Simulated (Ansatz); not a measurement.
input.yaml

```yaml
crystal:
  lattice:
    - [3.638697, -2.071746, -3.614159]
    - [3.689457, -2.126674, 3.691812]
    - [-1.675726, -7.093202, -0.007215]
  atoms:
    - { symbol: Be, position: [0.2153036631, 0.0797704213, 0.426129111] }
    - { symbol: Be, position: [0.852559793, 0.2402543513, 0.3812870356] }
    - { symbol: Be, position: [0.3884319381, 0.7248017938, 0.3771288634] }
    - { symbol: Be, position: [0.1494779812, 0.389442483, 0.1857223296] }
    - { symbol: Be, position: [0.140919495, 0.3406839779, 0.8758049913] }
    - { symbol: Be, position: [0.5750701529, 0.0105872487, 0.1758973502] }
    - { symbol: Be, position: [0.4668061649, 0.6832110622, 0.0867305881] }
    - { symbol: Be, position: [0.1444252473, 0.6803151134, 0.9541790878] }
    - { symbol: Be, position: [0.2047130946, 0.7598403802, 0.6583113606] }
    - { symbol: Be, position: [0.4883645561, 0.3527625854, 0.3036186875] }
    - { symbol: Be, position: [0.7799083125, 0.6260748691, 0.2427444793] }
    - { symbol: Be, position: [0.8014111265, 0.3243462837, 0.0847372592] }
    - { symbol: Be, position: [0.4718728232, 0.3395988476, 0.9728335659] }
    - { symbol: Be, position: [0.3747300157, 0.9971541096, 0.8507549146] }
    - { symbol: Al, position: [0.6296403567, 0.915029735, 0.5248630107] }
    - { symbol: Al, position: [0.0613713248, 0.4723057519, 0.5098359341] }
    - { symbol: Al, position: [0.5216125648, 0.3948669601, 0.6237585988] }
    - { symbol: Al, position: [0.0770312761, 0.9593999691, 0.1628430782] }
    - { symbol: Al, position: [0.7847926951, 0.6185680757, 0.8142498829] }
    - { symbol: Ti, position: [0.8637049011, 0.0848588725, 0.8013796125] }
basis:
  ecutwfc: 420
kpoints:
  mp_grid: { grid: [6, 6, 5] }
hamiltonian:
  xc: pbe
scf:
  occupations: { method: gaussian, width: 0.1 }
  n_extra_bands: 10
output:
  forces: true
  stress: true
  eigenvalues: true
  populations: true
  dos:
    method: { smearing: { sigma: 0.1, scheme: gaussian } }
    projected: true
    de: 0.02
```

Launched with
```bash
ansatz run input.yaml --threads 4 --pin off --max-ram 9216MiB --backend cpu --events-out ev --progress --plain --runs-dir out
```

Theory: Ansatz 0.2.0, DFT PBE, scalar-relativistic, plane waves, PAW.

From the run's log, abridged:

```
scf.n_extra_bands = 10 over 28 filled bands (N_el = 55.0): the run solves 38 bands
Pseudopotentials: kind: paw
Pseudopotential: Be, paw, valence charge 2, recommended cutoff 420 eV (normal)
Pseudopotential: Al, paw, valence charge 3, recommended cutoff 420 eV (normal)
Pseudopotential: Ti, paw, valence charge 12, recommended cutoff 420 eV (normal)
Functional definition: PBE
Crystal: 20 atoms, lattice volume = 215.566 Å³
Basis set: ecut = 420 eV, 4213 PW (Γ), exchange–correlation on 80×80×100 points (8 copies of the dense FFT grid, shifted against one another)
Bands: 38, of which v1, the nominal top of the filled ones, is band 28 counted from 1 (27 counted from 0)
Symmetry: 1 space group operations
Space group: P1 (ITA 1), of the structure as read, at distance tolerance 6.0e-5 Å
k-points: 92 of 180 (time reversal used)
Initial density: superposition of atomic densities (neutral atoms: chi_scale 0, normalization atom), corrected by the library's trained network
Initial wavefunctions: pseudopotential atomic-orbital guess
Functional: x = pbe(κ = 0.804, μ = 0.21951497), c = pbe(β = 0.06672455)
SCF iter   1: F=—  HF=-6484.208843 eV  |F-HF|=—  |Δ(HF+E_count)|=         —  Δρ=3.29e-3  dr2=3.50e-2  ethr=1.77e-3  ⟨swp⟩=10.5  Hψ=23880  notcnv=0
SCF iter   2: F=—  HF=-6484.203699 eV  |F-HF|=—  |Δ(HF+E_count)|=   5.14e-3  Δρ=1.87e-3  dr2=1.16e-2  ethr=6.36e-5  ⟨swp⟩=1.0  Hψ=4234  notcnv=0
SCF iter   3: F=—  HF=-6484.201126 eV  |F-HF|=—  |Δ(HF+E_count)|=   2.57e-3  Δρ=2.08e-4  dr2=1.20e-4  ethr=2.10e-5  ⟨swp⟩=2.4  Hψ=4921  notcnv=0
SCF iter   4: F=—  HF=-6484.201110 eV  |F-HF|=—  |Δ(HF+E_count)|=   1.67e-5  Δρ=3.79e-5  dr2=3.89e-6  ethr=2.18e-7  ⟨swp⟩=2.3  Hψ=5259  notcnv=0
SCF iter   5: F=—  HF=-6484.201058 eV  |F-HF|=—  |Δ(HF+E_count)|=   5.20e-5  Δρ=9.70e-6  dr2=2.32e-7  ethr=7.07e-9  ⟨swp⟩=2.3  Hψ=5496  notcnv=0
SCF iter   6: F=-6484.201057 eV  HF=-6484.201057 eV  |F-HF|=4.04e-9  |Δ(HF+E_count)|=   3.56e-8  Δρ=1.99e-6  dr2=7.21e-9  ethr=1.82e-10  ⟨swp⟩=9.8  Hψ=15573  notcnv=0
SCF 1 converged in 6 iterations: F = -6484.201057 eV  dr2 = 7.21e-9
SCF converged after 6 iterations
Free energy (F): -6484.201057 eV
Harris-Foulkes:  -6484.201057 eV  (|F-HF|=4.04e-9)
Internal energy: -6484.177901 eV  (E = F + TS)
E sigma→0 (E₀):  -6484.189479 eV
Entropy (-TS):   -0.023157 eV (-1.158 meV/atom)
Fermi energy:    8.141121 eV
--- Per-component energies (eV) ---
  E_band       = -72.982834
  E_kinetic    = 676.118559
  E_local      = -1353.113994  (includes V_loc(G=0)·N_el)
  E_nonlocal   = 124.062992
  E_hartree    = 622.919268
  E_xc         = -571.189100
  E_vxc        = -555.614670  (∫ρ·V_xc dr)
  E_paw        = -4219.498080  (= ΣΔE_a)
  E_vpaw       = -210.274853  (= ΣTr[D̂ρ^β])
  E_aug_tail   = 0.000101  (compensation charges beyond the density's cutoff)
  E_ewald      = -1763.477646
  E_smearing   = -0.023157  (= −TS)
--- Forces (eV/Å), atoms counted from 1 ---
  atom   1  Be    -0.01572430    -0.01447522    -0.02195182
  atom   2  Be    -0.00874511     0.00429928     0.03662753
  atom   3  Be     0.00998164    -0.00695245    -0.02567523
  atom   4  Be     0.03198916     0.00933385     0.00774695
  atom   5  Be    -0.01818398     0.00068228     0.01046938
  atom   6  Be     0.02547819     0.02891233    -0.02207724
  atom   7  Be     0.01464522     0.01745458     0.01292512
  atom   8  Be     0.02224953     0.00186109    -0.00501311
  atom   9  Be    -0.01437077    -0.01335387     0.00647155
  atom  10  Be     0.00773718     0.03753475     0.00066609
  atom  11  Be     0.00787650     0.01207805     0.01243734
  atom  12  Be     0.02194796     0.00658050    -0.03289226
  atom  13  Be    -0.00801328    -0.01353329     0.00279151
  atom  14  Be     0.00738398     0.00962011    -0.03039370
  atom  15  Al    -0.02407169    -0.02038107     0.00533041
  atom  16  Al    -0.03529521    -0.02274104    -0.00476638
  atom  17  Al    -0.00416224    -0.03583178    -0.01659573
  atom  18  Al    -0.03295714     0.00598493     0.02852246
  atom  19  Al    -0.00161455    -0.00666610    -0.01002614
  atom  20  Ti     0.01384618    -0.00039588     0.04540082
--- Stress (GPa, compression-positive) ---
       -0.065399      -0.315333       0.073974
       -0.315333      -0.190730       0.189278
        0.073974       0.189279       0.323836
  P = ⅓ Tr σ = 0.0226 GPa (0.226 kbar)
--- Band table (eV; the first three rows and the last of 92) ---
  k-point 0: bands = ["-48.7164", "-25.0671", "-24.9861", "-24.9465", "-2.7292", "-0.2934", "-0.0861", "1.1279", "1.3505", "1.5600", "1.7763", "2.4992", "2.8363", "3.1087", "3.5041", "4.1386", "4.5386", "4.7442", "5.0125", "5.1314", "5.3398", "5.5088", "5.7192", "6.1495", "6.2328", "7.0120", "7.4093", "7.8457", "8.4380", "8.5410", "8.7974", "8.8780", "9.3572", "9.8245", "10.4181", "10.6956", "11.0272", "11.2355"]
  k-point 1: bands = ["-48.7164", "-25.0671", "-24.9861", "-24.9465", "-2.6324", "-1.0601", "0.7501", "1.1762", "1.3263", "1.6220", "1.9371", "2.2991", "2.6178", "3.5616", "3.8037", "3.9373", "4.1442", "4.3342", "4.7634", "5.1789", "5.3488", "5.6882", "5.7933", "6.2203", "6.5617", "6.8461", "7.2569", "7.7549", "8.0859", "8.2478", "8.6267", "9.3948", "9.6364", "9.9650", "10.2219", "10.6014", "10.9422", "11.5083"]
  k-point 2: bands = ["-48.7164", "-25.0671", "-24.9861", "-24.9465", "-2.3681", "-1.7139", "1.0521", "1.2430", "1.4906", "1.9466", "2.1236", "2.5317", "2.7919", "3.0645", "3.4617", "3.6001", "4.2681", "4.3749", "4.5705", "4.8431", "5.3939", "5.8356", "5.9787", "6.2700", "6.4256", "6.7264", "7.2047", "7.7957", "7.9765", "8.1200", "8.5980", "9.4309", "9.6844", "10.0112", "10.1894", "10.6454", "10.9667", "11.3362"]
  k-point 91: bands = ["-48.7164", "-25.0671", "-24.9864", "-24.9467", "-1.0410", "-0.7049", "-0.3174", "-0.0568", "0.1815", "0.4576", "1.1739", "1.6482", "2.5484", "3.6860", "4.2379", "4.4937", "4.9731", "5.2464", "5.6686", "5.7751", "5.8881", "6.1910", "6.7084", "6.9552", "7.3291", "7.4819", "8.2620", "8.5336", "8.6793", "8.9405", "9.1231", "9.3283", "9.4664", "9.7440", "10.0100", "10.2839", "10.4158", "10.7665"]
--- Löwdin populations: 20 sites ---
  site symbol q [e]
     0     Be      0.9066
     1     Be      0.9021
     2     Be      0.9574
     3     Be      1.0746
     4     Be      0.9415
     5     Be      1.0400
     6     Be      1.0404
     7     Be      1.0204
     8     Be      0.9168
     9     Be      1.0681
    10     Be      1.0049
    11     Be      1.0086
    12     Be      1.0433
    13     Be      0.8692
    14     Al      4.1386
    15     Al      4.1948
    16     Al      4.0884
    17     Al      4.6695
    18     Al      4.2751
    19     Ti     12.0732
  spilling = 0.141209 (of n_electrons = 55.000000)
```

Self-consistency was reached.

The run took 32 s on 4 threads of Arm Neoverse V1, on a shared host, peak memory 0.89 GiB.

Spin polarisation was left out, and a magnetic state may lie lower.